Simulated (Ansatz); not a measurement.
Input, command and steps of an Ansatz relaxation.

```yaml
crystal:
  lattice:
    - [2.4064844376, 0.0, 0.0]
    - [-1.2032422188, 2.0840766568, 0.0]
    - [0.0, 0.0, 3.8877581502]
  atoms:
    - { symbol: Co, position: [0.6666666667, 0.3333333333, 0.25], spin: 1.8 }
    - { symbol: Co, position: [0.3333333333, 0.6666666667, 0.75], spin: 1.8 }
basis:
  ecutwfc: 420
kpoints:
  mp_grid: { grid: [18, 18, 10] }
hamiltonian:
  xc: pbesol
scf:
  occupations: { method: gaussian, width: 0.1 }
output:
  forces: true
  stress: true
  eigenvalues: true
  populations: true
  write_density: true
  write_potential: true
  elf: true
  volumetric_format: npy
magnetization:
  spin_polarized: true
relax:
  adjacent_minimum: "off"
  f_tol: 0.01
  max_steps: 30
  cell: { stress_tol: 0.1, fix: [volume] }
```

```bash
ansatz run input.yaml --threads 1 --pin off --max-ram 2560MiB --backend cpu --events-out ev --progress --plain --runs-dir out
```

Theory: DFT PBEsol, scalar-relativistic, plane waves, PAW in Ansatz 0.2.0.

The volume is held at 0.94 times that of the relaxed cell.

Of 3 frames 3 are shown, positions in Å and forces in eV/Å; the SCF threshold varies from step to step. Steps run on the plane waves of an earlier cell, with a Pulay correction in the pressure. The basis is chosen afresh for the last frame, the zero of the energies, and at times for earlier ones too; energy and pressure step there, also at an unchanged geometry.

```xyz
2
Lattice="2.4065 0.0000 0.0000 -1.2032 2.0841 0.0000 0.0000 0.0000 3.8878" Properties=species:S:1:pos:R:3:forces:R:3 pbc="T T T" step=1 free_energy_over_end_meV_per_atom=0.00 pressure_GPa=17.82
Co    1.2032    0.6947    0.9719    0.0000    0.0000    0.0000
Co    0.0000    1.3894    2.9158    0.0000    0.0000    0.0000
2
Lattice="2.4067 0.0000 0.0000 -1.2033 2.0842 0.0000 0.0000 0.0000 3.8872" Properties=species:S:1:pos:R:3:forces:R:3 pbc="T T T" step=2 free_energy_over_end_meV_per_atom=0.00 pressure_GPa=17.82
Co    1.2033    0.6947    0.9718    0.0000    0.0000    0.0000
Co    0.0000    1.3895    2.9154    0.0000    0.0000    0.0000
2
Lattice="2.4067 0.0000 0.0000 -1.2033 2.0842 0.0000 0.0000 0.0000 3.8872" Properties=species:S:1:pos:R:3:forces:R:3 pbc="T T T" step=3 free_energy_over_end_meV_per_atom=0.00 pressure_GPa=17.82
Co    1.2033    0.6947    0.9718    0.0000    0.0000    0.0000
Co    0.0000    1.3895    2.9154    0.0000    0.0000    0.0000
```

Time: 42 s on 1 thread of Arm Neoverse V2 (shared host), peak memory 0.44 GiB.